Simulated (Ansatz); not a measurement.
The end point of a relaxation of SnTe. Space group Fm-3m (No. 225), rock salt type. All values below come from PBE (plane waves to 420 eV, PAW, scalar-relativistic; Ansatz, a first-principles code).

```cif
data_SnTe
_chemical_formula_sum 'Sn1 Te1'
_space_group_name_H-M_alt 'P 1'
_space_group_IT_number 1
_cell_length_a 4.53225
_cell_length_b 4.53225
_cell_length_c 4.53225
_cell_angle_alpha 60.000
_cell_angle_beta 60.000
_cell_angle_gamma 60.000
loop_
_space_group_symop_operation_xyz
  'x, y, z'
loop_
_atom_site_label
_atom_site_type_symbol
_atom_site_fract_x
_atom_site_fract_y
_atom_site_fract_z
_atom_site_occupancy
Sn1 Sn 0.00000 0.00000 0.00000 1
Te1 Te 0.50000 0.50000 0.50000 1
```

Predict the band gap from PBE.

0.05 eV, direct at L (no spin-orbit coupling).

No spin polarisation in the result. Spin-orbit coupling is missing; with elements this heavy it can move band edges by tenths of an eV or more.

Measured for SnTe: a 6.316 Å (room temperature; as listed in Ayanesh Maiti et al., Applied Physics Letters (2022)); gap 0.18 eV (room temperature; as listed in DAVID J. SINGH, Functional Materials Letters (2010)). Computed minus measured — a: PBE +1.5 %; gap: PBE -0.13 eV. The computed values are for a static lattice, and a measured gap can be an optical one, lowered by exciton binding.

The run could not lose the symmetry of its start.
